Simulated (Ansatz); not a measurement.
A distorted cell of Pt (fcc, Cu type):

```xyz
4
Lattice="3.9701 0.0000 0.0000 0.0000 3.9701 0.0000 0.0000 0.0000 3.9701" Properties=species:S:1:pos:R:3 pbc="T T T"
Pt     0.0000     0.0000     0.0000
Pt     1.9850     1.9850     0.0000
Pt     1.9850     0.0000     1.9850
Pt     0.1584     2.1434     1.9850
```

These are PBE (plane waves to 420 eV, PAW, scalar-relativistic; Ansatz, a program for electronic structure) values and carry that method's errors. k mesh 10×10×10 (Γ-centred), Fermi-Dirac smearing 0.05 eV. The energy includes the smearing's −TS. Stress and pressure are positive under compression. With partly filled bands, energies and forces of such displacements shift with the k mesh and the smearing. Pt is run without spin polarisation. Pt was relaxed with its symmetry unable to fall. Spin-orbit coupling is left out, though Pt is heavy. The PAW data are Ansatz's earlier set.

Question: Predict the force on every atom, in eV/Å.

Answer: 
```json
[
 {"atom": "Pt1", "Fx": "-0.112", "Fy": "0.889", "Fz": "0.000"},
 {"atom": "Pt2", "Fx": "0.889", "Fy": "-0.112", "Fz": "0.000"},
 {"atom": "Pt3", "Fx": "1.058", "Fy": "1.058", "Fz": "0.000"},
 {"atom": "Pt4", "Fx": "-1.836", "Fy": "-1.836", "Fz": "0.000"}
]
```

Question: Give the stress tensor in GPa and the pressure.

Answer: 
```
    3.5      1.4      0.0
    1.4      3.5      0.0
    0.0      0.0      3.1
```
The pressure, a third of the trace, is 3.3 GPa.

Question: In it atom 4 sits (0.158, 0.158, 0.000) Å away from its relaxed site. What is its energy relative to the relaxed cell?

Answer: 286 meV/cell.

(A displaced cell: forces are minus the slopes of the energy, force constants its curvatures, and phonons follow from these.)
